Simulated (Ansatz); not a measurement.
**ZrHg: do energies and stresses tell the same story?**

All numbers below come from DFT PBEsol, scalar-relativistic, plane waves, PAW in Ansatz.

Cutoff 420 eV; k points 14×14×10 on the computed 2-atom cell (Γ-centred); Gaussian smearing, width 0.10 eV; no spin polarisation.

Relaxed cell: P4/mmm, a = 3.103 Å, b = 3.103 Å, c = 4.253 Å, α = 90.00°, β = 90.00°, γ = 90.00°, 2 atoms in the primitive cell. Whether it is the stable form of this composition wasn't checked.

Energies at zero smearing and pressures from the stress tensor, at volumes with shape and atoms relaxed:
| V (Å³/atom) | E − E(first) (meV/atom) | P (GPa) |
| --- | --- | --- |
| 19.244 | 0.00 | 8.18 |
| 19.858 | -22.39 | 3.76 |
| 20.472 | -29.23 | 0.00 |
| 21.086 | -22.84 | -3.19 |
| 21.700 | -5.23 | -5.89 |

Check P = −dE/dV between neighbouring volumes, and get the bulk modulus from the pressures alone.

With 1 eV/Å³ = 160.2 GPa:
| middle V (Å³/atom) | −ΔE/ΔV (GPa) | mean P (GPa) |
| --- | --- | --- |
| 19.551 | 5.841 | 5.970 |
| 20.165 | 1.784 | 1.879 |
| 20.779 | -1.666 | -1.597 |
| 21.393 | -4.594 | -4.542 |

The two differ by 0.13 GPa at most. The mean of two end pressures misses the average over a step by about ΔV² P″/12, up to 0.06 GPa here; with that taken off 0.07 GPa remains. The stress is the derivative of the free energy, not of the energy at zero smearing, and with free energies 0.01 GPa remains. Around V = 20.472 Å³/atom, the two neighbours give B = −V ΔP/ΔV = 20.472 × 6.95 / 1.228 = 115.9 GPa, against B0 = 114.8 GPa from the Birch–Murnaghan fit of the energies.

Spin–orbit coupling is left out, which can shift energies with elements as heavy as these.